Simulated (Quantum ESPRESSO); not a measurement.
pw.x input (Quantum ESPRESSO 7.5; LDA, PseudoDojo standard norm-conserving files, scalar-relativistic):

```
&CONTROL
  calculation = 'scf'
  pseudo_dir = './pseudo'
  outdir = './out'
  tprnfor = .true.
  tstress = .true.
/
&SYSTEM
  ibrav = 0
  nat = 2
  ntyp = 2
  ecutwfc = 72.0
  ecutrho = 288.0
  occupations = 'smearing'
  smearing = 'fd'
  degauss = 0.002
  nbnd = 12
/
&ELECTRONS
  conv_thr = 2e-10
/
ATOMIC_SPECIES
K 39.0983 K.upf
Br 79.9040 Br.upf
CELL_PARAMETERS angstrom
  0.000000000000   3.185352271000   3.185352271000
  3.185352271000   0.000000000000   3.185352271000
  3.185352271000   3.185352271000   0.000000000000
ATOMIC_POSITIONS crystal
K   0.000000000000   0.000000000000   0.000000000000
Br   0.500000000000   0.500000000000   0.500000000000
K_POINTS automatic
8 8 8 0 0 0
```

End of the output:

```
     total energy              =     -91.66661534 Ry
     estimated scf accuracy    <       0.00000015 Ry
     total energy              =     -91.66661538 Ry
     estimated scf accuracy    <       0.00000007 Ry
     total energy              =     -91.66661540 Ry
     estimated scf accuracy    <          7.5E-10 Ry
[...]
     the Fermi energy is     3.0366 ev
!    total energy              =     -91.66661540 Ry
     estimated scf accuracy    <          2.3E-11 Ry
     smearing contrib. (-TS)   =       0.00000000 Ry
     internal energy E=F+TS    =     -91.66661540 Ry
     The total energy is F=E-TS. E is the sum of the following terms:
     one-electron contribution =     -25.91568838 Ry
     hartree contribution      =      18.03794167 Ry
     xc contribution           =     -22.87473061 Ry
     ewald contribution        =     -60.91413808 Ry
     convergence has been achieved in   8 iterations
     Forces acting on atoms (cartesian axes, Ry/au):
     atom    1 type  1   force =    -0.00000000   -0.00000000    0.00000000
     atom    2 type  2   force =     0.00000000    0.00000000   -0.00000000
     Total force =     0.000000     Total SCF correction =     0.000000
     Computing stress (Cartesian axis) and pressure
          total   stress  (Ry/bohr**3)                   (kbar)     P=       -0.11
  -0.00000074  -0.00000000  -0.00000000           -0.11       -0.00       -0.00
  -0.00000000  -0.00000074  -0.00000000           -0.00       -0.11       -0.00
  -0.00000000   0.00000000  -0.00000074           -0.00        0.00       -0.11
```
In a gapped system the printed Fermi energy is only some level inside the gap.

Spin-orbit coupling is not included.

Geometry relaxed with LDA.
